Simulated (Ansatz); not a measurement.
A geometry of ZnSnP2 away from equilibrium: step 2 of the relaxation of a relaxed ZnSnP2 cell displaced along its unstable phonon at q = (½, ½, 0) of its primitive reciprocal cell (54i cm⁻¹), largest move 0.15 Å. All values below come from PBE (plane waves to 420 eV, PAW, scalar-relativistic; Ansatz, a quantum-chemistry and plane-wave program). Γ-centred k-mesh 9×9×6 on the run's cell (coarser than for final values), Fermi–Dirac smearing 0.05 eV.

```yaml
crystal:
  lattice:
    - [9.99621, 0.00000, -0.03902]
    - [4.99810, 3.53975, -0.01951]
    - [-0.61567, 0.00000, 5.72377]
  atoms:
    - { symbol: P, position: [0.98634, 0.50000, 0.34372] }
    - { symbol: P, position: [0.48252, 0.50000, 0.40240] }
    - { symbol: P, position: [0.15260, 0.50000, 0.13522] }
    - { symbol: P, position: [0.65296, 0.50000, 0.20148] }
    - { symbol: Zn, position: [0.07793, 0.99325, 0.22081] }
    - { symbol: Zn, position: [0.57118, 0.00675, 0.22081] }
    - { symbol: Sn, position: [0.93787, 0.50000, 0.82688] }
    - { symbol: Sn, position: [0.45485, 0.50000, 0.85989] }
```

### Question
Predict the force on each atom, in eV/Å.

### Answer
```json
[
 {"atom": "P1", "Fx": "0.02", "Fy": "0.00", "Fz": "-0.20"},
 {"atom": "P2", "Fx": "-0.05", "Fy": "0.00", "Fz": "-0.02"},
 {"atom": "P3", "Fx": "0.00", "Fy": "0.00", "Fz": "-0.05"},
 {"atom": "P4", "Fx": "0.05", "Fy": "0.00", "Fz": "0.16"},
 {"atom": "Zn5", "Fx": "-0.01", "Fy": "0.00", "Fz": "0.02"},
 {"atom": "Zn6", "Fx": "-0.01", "Fy": "0.00", "Fz": "0.02"},
 {"atom": "Sn7", "Fx": "0.02", "Fy": "0.00", "Fz": "0.09"},
 {"atom": "Sn8", "Fx": "-0.02", "Fy": "0.00", "Fz": "-0.02"}
]
```

### Question
What is the pressure?

### Answer
-0.1 GPa, compression positive.

### Question
How much energy per atom can still be gained by relaxing?

### Answer
0.02 eV/atom; the path ends in Cm (No. 8).

No spin polarisation in the result.

The run could not lose the symmetry of its start, so the end can be a saddle point.

The end of the path is a generated cell of ZnSnP2: the first start was made by placing the elements on the sites of a structure type, and the end was not matched to a known phase here, so it may be hypothetical.
